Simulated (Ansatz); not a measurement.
Relaxed BN (h-BN type, space group P6_3/mmc):

```
BN
1.0
    2.49975     0.00000     0.00000
   -1.24987     2.16485     0.00000
    0.00000     0.00000     6.52535
B N
2 2
Direct
  0.33333   0.66667   0.25000
  0.66667   0.33333   0.75000
  0.33333   0.66667   0.75000
  0.66667   0.33333   0.25000
```

In this cell atom 1 (B, nearest neighbour N at 1.443 Å; its periodic images, 2.5 Å or more away, move with it) is moved by u·(1.000, 0.000, 0.000) + v·(0.000, 0.000, 1.000); the rest is frozen.

Calculation: r2SCAN+rVV10 (plane waves to 500 eV, PAW, scalar-relativistic; Ansatz, a program for electronic structure). k mesh 12×12×4 (Γ-centred), Fermi-Dirac smearing 0.05 eV. Stress and pressure are positive under compression. Points where atoms come too close for the PAW data are left out (x in tables, blank in figures). BN was relaxed with its symmetry unable to fall. The PAW data are Ansatz's earlier set.

Changes of P (GPa) from the point u = 0.000 Å, v = 0.000 Å when one coordinate moves alone (two changes are said to add if the coupling is within 5 % of the smaller one, nearly so within 20 %):

```json
[
 {"point": "u = 0.000 Å, v = -0.480 Å", "change": "-5.79"},
 {"point": "u = 0.000 Å, v = -0.240 Å", "change": "-1.78"},
 {"point": "u = -0.240 Å, v = 0.000 Å", "change": "11.69"},
 {"point": "u = 0.240 Å, v = 0.000 Å", "change": "11.69"},
 {"point": "u = 0.000 Å, v = 0.240 Å", "change": "-1.78"},
 {"point": "u = 0.000 Å, v = 0.480 Å", "change": "-5.79"}
]
```

Q: What is the change at u = -0.240 Å, v = -0.480 Å, where both move, and how far is it from the sum?

A: The sum of the single changes is 11.69 + (-5.79) = 5.90; the calculation gives 1.83, so the coupling contributes -4.07 (over 20 % of the smaller single change, not additive).

Q: Do the two effects add at u = 0.240 Å, v = 0.240 Å? Give the computed change.

A: The sum of the single changes is 11.69 + (-1.78) = 9.91; the calculation gives 8.71, so the coupling contributes -1.20 (over 20 % of the smaller single change, not additive).

(A displaced cell: forces are minus the slopes of the energy, force constants its curvatures, and phonons follow from these.)
